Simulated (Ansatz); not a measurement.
Consider the following.

MgIn2O4:
```cif
data_In4Mg2O8
_chemical_formula_sum 'In4 Mg2 O8'
_space_group_name_H-M_alt 'I-4'
_space_group_IT_number 82
_space_group_name_Hall 'I -4'
_cell_length_a 4.77089
_cell_length_b 4.77089
_cell_length_c 9.89630
_cell_angle_alpha 90.000
_cell_angle_beta 90.000
_cell_angle_gamma 90.000
loop_
_atom_site_label
_atom_site_type_symbol
_atom_site_symmetry_multiplicity
_atom_site_Wyckoff_symbol
_atom_site_fract_x
_atom_site_fract_y
_atom_site_fract_z
_atom_site_occupancy
In1 In 2 b 0.00000 0.00000 0.50000 1
In2 In 2 d 0.50000 0.00000 0.25000 1
Mg1 Mg 2 a 0.00000 0.00000 0.00000 1
O1 O 8 g 0.28166 0.23465 0.38908 1
```
(The calculation used a cell of 7 atoms; values per cell refer to that cell.)

This is the PBEsol-relaxed structure.

Q: All from PBEsol in the plane-wave PAW code Ansatz, unless another level is named. Estimate the electronic dielectric constant ε∞ (DFPT).

A: 3.80 (xx = yy), 3.98 (zz).

Q: And the Born charges (a third of the trace)?

A: In +2.82 to +2.84, Mg +1.85, O -1.88 e.

A made-up cell: these elements were put on the sites of a structure type; neither database checked (COD, Materials Project) lists it. Whether it is the stable phase at ambient conditions was not checked. Symmetry was held in the PBEsol relaxation. At this level the phase is mechanically unstable. Scalar-relativistic: spin–orbit coupling is off unless named, which matters more the heavier the elements.

Potentials: the earlier of the program's two PAW sets. The files were generated under PBE; for other functionals the program regenerates the frozen cores, and for LDA and PBEsol the local potential too.
